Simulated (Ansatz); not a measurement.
## Ansatz 0.2.0, relaxation: Lu₂AlH₂

The input file (Ansatz 0.2.0, plane waves):

```yaml
crystal:
  lattice:
    - [0.0, 0.0, 3.71494]
    - [3.90714, -2.628591, 1.85747]
    - [3.90714, 2.628591, -1.85747]
  atoms:
    - { symbol: Lu, position: [0.5, 0.71113, 0.71113] }
    - { symbol: Lu, position: [0.5, 0.28887, 0.28887] }
    - { symbol: H, position: [0.7893, 0.7107, 0.2893] }
    - { symbol: H, position: [0.2107, 0.2893, 0.7107] }
    - { symbol: Al, position: [0.0, 0.0, 0.0] }
  symmetry: { tolerance: 0.0003 }
kpoints:
  mp_grid: { grid: [6, 6, 6], shift: [0, 0, 0] }
magnetization:
  spin_polarized: false
scf:
  occupations: { method: fermi_dirac }
  lower_state_search: "off"
hamiltonian:
  pseudopotentials: { kind: paw }
  xc: r2scan
basis:
  ecutwfc: 500
  fft_grid_basis: typed
relax:
  max_steps: 40
output:
  forces: true
  stress: true
  eigenvalues: true
  bader: true
  populations: true
  elf: true
  write_potential: true
  volumetric_format: npy
  dos:
    e_range: [-12, 8]
    de: 0.05
    projected: { site_lists: { Al: [Al], H: [H], Lu: [Lu] } }
checkpoint:
  read: saved_state
```

Run with:

```bash
ansatz run input.yaml --threads 2 --pin off --max-ram 3584MiB --backend cpu --events-out ev --progress --plain --runs-dir out
```

Origin of the cell: a known structure type with other elements, at an estimated volume, so it need not be a known compound.

The smearing width isn't typed, so it takes its default of 0.1 eV.

The saved state is a converged single point of the same cell.

Steps:

| step | ΔF (meV/atom) | max force component (eV/Å) | SCF iterations | step was |
| --- | --- | --- | --- | --- |
| 1 | 0.0 | 0.337 | 8 | accepted |
| 2 | -11.6 | 0.525 | 8 | accepted |
| 3 | -20.9 | 0.182 | 7 | accepted |
| 4 | -34.7 | 0.133 | 9 | accepted |
| 5 | -31.2 | 0.230 | 9 | rejected |
| 6 | -37.6 | 0.042 | 10 | accepted |
| 7 | -37.9 | 0.013 | 8 | accepted |
| 8 | -37.9 | 0.003 | 6 | accepted |

The starting structure.

Space group Immm (No. 71); the run's cell has a = 3.715 Å, b = 5.062 Å, c = 5.062 Å, α = 78.96°, β = 111.53°, γ = 68.47°. Shortest distances: H–H 2.22 Å, Al–H 2.40 Å, H–Lu 2.72 Å, Al–Lu 2.92 Å, Lu–Lu 3.28 Å.

The relaxed structure.

Space group Immm (No. 71); the run's cell has a = 3.715 Å, b = 5.062 Å, c = 5.062 Å, α = 78.96°, β = 111.53°, γ = 68.47°. Shortest distances: Al–H 2.16 Å, H–H 2.21 Å, H–Lu 2.45 Å, Al–Lu 2.87 Å, Lu–Lu 3.25 Å.

```xyz
5
Lattice="0.0000 0.0000 3.7149 3.9071 -2.6286 1.8575 3.9071 2.6286 -1.8575" Properties=species:S:1:pos:R:3 pbc="T T T"
Lu    5.6302    0.0000    1.8575
Lu    2.1841    0.0000    1.8575
H     3.9071   -1.5255    3.7149
H     3.9071    1.5255    0.0000
Al    0.0000    0.0000    0.0000
```

```
Free energy lowered by  : 37.9 meV/atom
Final pressure          : 1.84 GPa
Relaxation steps listed : 8
```

Caveats: no moments, though an odd count or open d shells may carry them; no spin-orbit coupling, though heavy elements are present; the SCF threshold is looser than advised for a stress; the k mesh is coarse if the cell is a metal; the relaxation held the start's symmetry, so the end may be a saddle point.

Time: 81 s on 2 threads of Intel(R) Xeon(R) Platinum 8488C (Sapphire Rapids), with other jobs on the host, peak memory 0.77 GiB, from a saved density.
